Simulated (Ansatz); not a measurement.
# How far is PAW off for WC?

```
W C
1.0
     2.91014    0.00000    0.00000
    -1.45507    2.52025    0.00000
     0.00000    0.00000    2.83840
W C
1 1
Direct
  0.00000 0.00000 0.00000
  0.66667 0.33333 0.50000
```

Atoms are numbered in the order listed.

The conventional cell has a = 2.910 Å, b = 2.910 Å, c = 2.838 Å, α = 90.00°, β = 90.00°, γ = 120.00°. Around W (atom 1) lie 6 C at 2.20 Å. Around C (atom 2) lie 6 W at 2.20 Å.

The structure is an experimental refinement, used without relaxation. The listed cell was then made from it by scaling, straining or moving an atom.

Spin–orbit coupling is left out, though it moves levels of the heavy atoms by tenths of an eV or more.

All numbers are computed: DFT, PBEsol, PAW with Ansatz's default frozen-core files, scalar-relativistic (Ansatz 0.2.0); DFT, PBEsol, all-electron PAW with datasets made for the crystal, scalar-relativistic (Ansatz 0.2.0); DFT, PBEsol, all-electron LAPW, scalar-relativistic (Ansatz 0.2.0).

For PAW: a Γ-centred 13×13×12 k mesh, Fermi–Dirac smearing of 0.05 eV, cutoff 420 eV, no spin polarisation; the PAW files were made with PBE, and the program remakes their frozen cores for this functional. The crystal-made all-electron datasets (AE datasets) take a cutoff of 340 eV at this cell. LAPW targets a basis error of 1 meV/atom. The Ansatz runs share mesh, smearing and spin set-up. Plane-wave (PAW) pressures include the program's estimate of the Pulay term.

Stress and pressure are positive in compression.

The change that made this cell: volume scaled by 1.01.

No spin–orbit coupling: at heavy atoms the gradients can be off by tens of per cent for that reason.

In a metal, gradients converge slowly with the k mesh: the values move by tens of per cent from one mesh to another, at times in sign, so only the comparison on one mesh counts.

```csv
quantity,PAW,AE datasets,LAPW
pressure (GPa),-4.78,-4.71,-4.71
stress xx (GPa),-4.42,-4.35,-4.35
stress zz (GPa),-5.48,-5.42,-5.42
field gradient Vzz at W1 (10²¹ V/m²),-13.91,-13.30,–
```

PAW's pressure differs from the LAPW value by -0.07 GPa. Datasets made for the crystal and LAPW share parts of one code, so their agreement isn't an independent check.
